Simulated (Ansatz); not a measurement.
The calculation used DFT PBE, scalar-relativistic, plane waves, PAW, and for the lanthanide a 4f-in-core norm-conserving potential, in Ansatz. Settings: cutoff 690 eV, Γ-centred meshes spaced at most about 0.3 Å⁻¹, and about 0.25 Å⁻¹ or finer for metals (2π included), Gaussian smearing. No spin polarisation in the final relaxations.

Temperature and zero-point effects are left out.

Two relaxed structures of KTmH4:

1.

```yaml
crystal:
  lattice:
    - [3.52591, 0.00000, 0.00000]
    - [-1.76295, 3.05353, 0.00000]
    - [0.00000, 0.00000, 7.19071]
  atoms:
    - { symbol: K, position: [0.00000, 0.00000, 0.00000] }
    - { symbol: Tm, position: [0.00000, 0.00000, 0.50000] }
    - { symbol: H, position: [0.66667, 0.33333, 0.58063] }
    - { symbol: H, position: [0.66667, 0.33333, 0.25143] }
    - { symbol: H, position: [0.33333, 0.66667, 0.74857] }
    - { symbol: H, position: [0.33333, 0.66667, 0.41937] }
```

2.

```yaml
crystal:
  lattice:
    - [3.32183, 0.00000, 0.00000]
    - [0.00000, 3.32183, 0.00000]
    - [0.00000, 0.00000, 6.86747]
  atoms:
    - { symbol: K, position: [0.50000, 0.50000, 0.50000] }
    - { symbol: Tm, position: [0.00000, 0.00000, 0.00000] }
    - { symbol: H, position: [0.00000, 0.00000, 0.56497] }
    - { symbol: H, position: [0.50000, 0.50000, 0.13929] }
    - { symbol: H, position: [0.50000, 0.50000, 0.86071] }
    - { symbol: H, position: [0.00000, 0.00000, 0.43503] }
```

Question: Which would you expect to be lower, and how large is the difference?

Answer: Cell 1 is lower, by 0.34 eV/atom. Cell 1 has space group P-3m1 (No. 164), 12.9 Å³/atom and a gap of 0.43 eV on its mesh; cell 2 has space group P4/mmm (No. 123), 12.6 Å³/atom and no gap. Counting H atoms around K and Tm (those within 1.25 times the shortest such distance or 1.15 times the sum of covalent radii, 1.27 where that leaves under three; a plus sign parts nearer from farther groups), cell 1 has K 6, Tm 6 and cell 2 has K 10, Tm 8+2. Cell 2 holds H–H pairs (shortest 0.89 Å); in cell 1 the shortest H–H distance is 2.34 Å. Both come from invented guesses.

Kohn–Sham gaps at this level usually fall short of measured ones. With hydrogen, zero-point motion can shift such differences by 10 meV/atom or more. Cells relaxed within their symmetry can be saddle points.

The lanthanide is trivalent by construction, without f bands, f moments or other valences.
